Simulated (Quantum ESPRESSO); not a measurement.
Si13GaGeN, a curve over strain

Computed values, not a measurement. The program is pw.x of Quantum ESPRESSO 7.5 (plane-wave density functional theory). The cell is made up: 16 atoms on a doubled zincblende/diamond lattice, with randomly drawn elements, strain and displacements, not relaxed. PseudoDojo standard norm-conserving files (v0.5 for PBE, v0.4.1 for LDA and PBEsol) set the functional; there is no spin polarisation, spin-orbit coupling or dispersion term, and the masses in the input are unused placeholders.

Seven runs add a strain to one cell (along z); the atoms follow the cell and are not relaxed. Stress in the table is positive in tension.

Input of the run at +0.0011:

```
&control calculation='scf', pseudo_dir='./dojo.nc.sr.pbe.v0_5.standard.upf', outdir='./o', disk_io='low', tprnfor=.true., tstress=.true. /
&system ibrav=0, nat=16, ntyp=4, nbnd=52, ecutwfc=84.00895049, nosym=.true., tot_charge=0,
 occupations='smearing', smearing='fd', degauss=0.0073498644
/
&electrons conv_thr=7.350e-09, electron_maxstep=60, /
ATOMIC_SPECIES
Ga 1.0 Ga.upf
Ge 1.0 Ge.upf
N 1.0 N.upf
Si 1.0 Si.upf
CELL_PARAMETERS angstrom
5.5273 -0.0277 -0.0174
-0.0277 5.5086 0.0022
-0.0348 0.0043 11.3209
ATOMIC_POSITIONS angstrom
Si -0.0205 0.0183 -0.0009
Si 0.0066 2.7825 2.8659
Si 2.7398 -0.0411 2.7981
Si 2.7435 2.7918 0.0305
Ga -0.0101 0.068 5.6541
Si -0.0683 2.7152 8.5039
Si 2.7246 0.0148 8.5212
Si 2.7089 2.7473 5.6759
Si 1.3814 1.3685 1.4593
Si 1.3051 4.1462 4.2389
Si 4.1553 1.3657 4.2369
Ge 4.1271 4.0739 1.3906
Si 1.288 1.3874 7.1139
Si 1.3193 4.122 9.9147
N 4.1486 1.3567 9.9039
Si 4.0893 4.1139 7.0727
K_POINTS automatic
6 6 4 1 1 1
```

| added strain | free energy less that of the input shown (eV) | stress xx (GPa) | stress yy (GPa) | stress zz (GPa) | stress xy (GPa) | pressure (GPa) | iterations |
| --- | --- | --- | --- | --- | --- | --- | --- |
| -0.0206 | -0.2780 | 4.26 | 4.00 | 4.70 | -0.74 | -4.32 | 13 |
| -0.0161 | -0.2299 | 4.43 | 4.18 | 5.23 | -0.73 | -4.61 | 13 |
| -0.0060 | -0.1037 | 4.79 | 4.54 | 6.40 | -0.70 | -5.24 | 13 |
| +0.0011 | 0.0000 | 5.01 | 4.78 | 7.20 | -0.69 | -5.66 | 14 |
| +0.0097 | 0.1421 | 5.27 | 5.04 | 8.15 | -0.67 | -6.15 | 14 |
| +0.0129 | 0.1993 | 5.36 | 5.13 | 8.50 | -0.66 | -6.33 | 14 |
| +0.0174 | 0.2839 | 5.48 | 5.25 | 8.98 | -0.65 | -6.57 | 14 |

A cubic fit gives a slope of stress zz against the added strain of 112 GPa at zero added strain, with the atoms clamped. Across the table the free energy follows the integral of the stress to within 0.2 meV. A rerun of one of the cells at a cutoff of 1437 eV and k mesh 8 x 8 x 6 moved values by no more than 0.002 eV in energy, 0.04 GPa in stress and 0.008 eV/Å in force.